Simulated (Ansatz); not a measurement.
**Property card for MgO**

MgO:
```
CELL_PARAMETERS angstrom
      2.63341     0.00000     0.00000
      0.00000     2.63341     0.00000
      0.00000     0.00000     2.63341
ATOMIC_POSITIONS crystal
  Mg 0.00000 0.00000 0.00000
  O  0.50000 0.50000 0.50000
```

Space group Pm-3m (No. 221), CsCl type; conventional cell a = 2.633 Å, b = 2.633 Å, c = 2.633 Å, α = 90.00°, β = 90.00°, γ = 90.00°.

Method: PBEsol (plane waves, PAW; program Ansatz). Geometry: relaxed at this level of theory. Other levels are named where they apply.

Cell and energy:

| Property | Value |
|---|---|
| Volume per atom | 9.13 Å³ |
| Density | 3.66 g/cm³ |
| Formation energy from the elements (no fitted shifts) | -2.00 eV/atom |

Electronic structure:

| Item | Value |
|---|---|
| Band gap | 2.47 eV (indirect) |
| Valence-band maximum | at M |
| Conduction-band minimum | at Γ |
| Smallest direct gap on the standard path | 3.48 eV |
| Electron effective mass | 0.27 mₑ (isotropic) |
| Hole effective mass | 0.48, 3.7, 3.7 mₑ (principal values) |
| HSE06 gap on the PBEsol cell | 4.08 eV |

Mechanics:

| Item | Value |
|---|---|
| Bulk modulus (Birch–Murnaghan fit) | 147 GPa |
| Pressure derivative B′ | 4.1 |
| Elastic constants (relaxed ions, GPa) | C11 = 580, C12 = -69.0, C44 = -55.6 |
| Mechanical stability | unstable (C has a negative eigenvalue) |

Dielectric response:

| Quantity | Value |
|---|---|
| Electronic dielectric constant ε∞ (DFPT) | 3.78 |
| Static dielectric constant ε0 (ions relaxed, cell fixed) | 84.4 |
| Born charges (a third of the trace) | Mg +2.14, O -2.14 e |

Phonons:

| Property | Result |
|---|---|
| Highest zone-centre frequency (without LO–TO term) | 126 cm⁻¹ |
| Zone-centre stability | no imaginary mode at Γ |
| Dynamical stability on the path | unstable, down to 331i cm⁻¹ |

This is a known high-pressure phase of the composition, computed here at zero pressure and temperature. Symmetry was held in the PBEsol relaxation. The references are the lowest solids computed at this level, not always the standard phases (solids in place of the gases).

Potentials: the later of the program's two PAW sets.
